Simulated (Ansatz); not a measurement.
Crystals of one structure type (rock salt) and one family of elements, relaxed and computed with DFT-HSE06 in the program Ansatz with PAW potentials.

```
crystal  V (Å³/atom)  B₀ by P(V) fit (GPa)
-------  -----------  --------------------
GeSe           22.23                  61.6
PbS            26.57                     ?
PbSe           29.37                  50.8
SnTe           32.22                  43.4
TePb           34.61                  42.2
```

Task: Fit a straight line to ln B₀ against ln V and predict the withheld value.

Result: Least squares on the 4 shown rows: ln B₀ = -0.88 × ln V + (6.860), with a scatter of 3 %. For PbS this gives 53.2. The run itself gave 57.2, outside the scatter: the line misses something about this case.

Not the usual ambient phase: GeSe, rock salt. All cells were relaxed under the symmetry of their starts (and spin orders); stability against distortions was not tested throughout. Scalar-relativistic: spin–orbit coupling is off unless named, which matters more the heavier the elements.

Potentials: the later of the program's two PAW sets.
